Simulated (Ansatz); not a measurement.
## Phonons of LaTl (Pm-3m)

```xyz
2
Lattice="3.9185 0.0000 0.0000 0.0000 3.9185 0.0000 0.0000 0.0000 3.9185" Properties=species:S:1:pos:R:3 pbc="T T T"
La    0.0000    0.0000    0.0000
Tl    1.9592    1.9592    1.9592
```

The conventional cell has a = 3.918 Å, b = 3.918 Å, c = 3.918 Å, α = 90.00°, β = 90.00°, γ = 90.00°. La (atom 1) has 8 Tl at 3.39 Å as nearest neighbours. Around Tl (atom 2) lie 8 La at 3.39 Å.

Computed, not measured; unless marked otherwise by PBEsol, all-electron LAPW in Ansatz 0.2.0, scalar-relativistic. k mesh 8×8×8, Fermi-Dirac smearing of 0.100 eV, basis error target 0.5 meV/atom. The cell was relaxed by PAW under this functional.

Atoms are displaced by 0.01 Å in the smallest supercells that hold the wave vectors of a 2×2×2 mesh. Negative values stand for unstable modes.

(1) What are the phonon energies at the solved wave vectors, in meV?

(2) Is the structure dynamically stable at these wave vectors?

(3) How do the optical zone-centre modes decompose, and which are active?

(4) How well do frozen-core PAW files reproduce these all-electron values?

(5) The cell is scaled evenly to 58.962 and 61.368 Å³ (from 60.165), with free atoms relaxed and the shape held. What are the mode Grüneisen parameters γ = −d ln ω/d ln V?

Answers

(1) 

```csv
q,point,modes (meV)
0.000 0.000 0.000,Gamma,9.53 (×3)
0.500 0.000 0.000,X,"6.46 (×2), 8.90 (×2), 8.97, 12.80"
0.500 0.500 0.000,M,"1.81 (×2), 6.62, 7.14, 16.25 (×2)"
0.500 0.500 0.500,R,"9.18 (×3), 13.81 (×3)"
```

(2) Yes, no mode is unstable there, though one zone-boundary mode is very soft; wave vectors off this mesh aren't tested.

(3) Point group m-3m: Γ_opt = T1u.

```tsv
label	meV	activity	mostly
T1u	9.53	IR	La (60 %)
```

In a metal the activity is that of symmetry alone; free carriers screen the infrared modes.

(4) With a cutoff of 420 eV and displacements of 0.0025 Å, the r.m.s. difference over the modes is 0.1 cm⁻¹; the largest difference is 111.3 (PAW) against 111.4 cm⁻¹ (LAPW).

(5) For the highest mode, 135.7 cm⁻¹ in the small cell and 126.6 in the large one give γ ≈ 1.74. From the change of the dynamical matrix on each mode:

| point | cm⁻¹ | γ |
| --- | --- | --- |
| Gamma | 76.8 | 2.57 |
| X | 52.1 | 2.37 |
| X | 71.8 | 2.14 |
| X | 72.3 | 1.56 |
| X | 103.2 | 1.66 |
| M | 53.4 | 3.01 |
| M | 57.6 | 2.01 |
| M | 131.1 | 1.72 |
| R | 74.1 | 1.53 |
| R | 111.4 | 1.89 |

Weighted by the modes' heat capacities at 300 K, the mean on this mesh is -0.70; it moves with the q mesh, and a coarse one overweights the zone boundary.

Keep in mind: responses of metals move with mesh and smearing; no spin-orbit coupling on heavy atoms; a very soft zone-boundary mode, near an instability or sensitive to the mesh; the frozen-core PAW files of the compared runs were fitted under PBE, their cores solved anew for this functional.
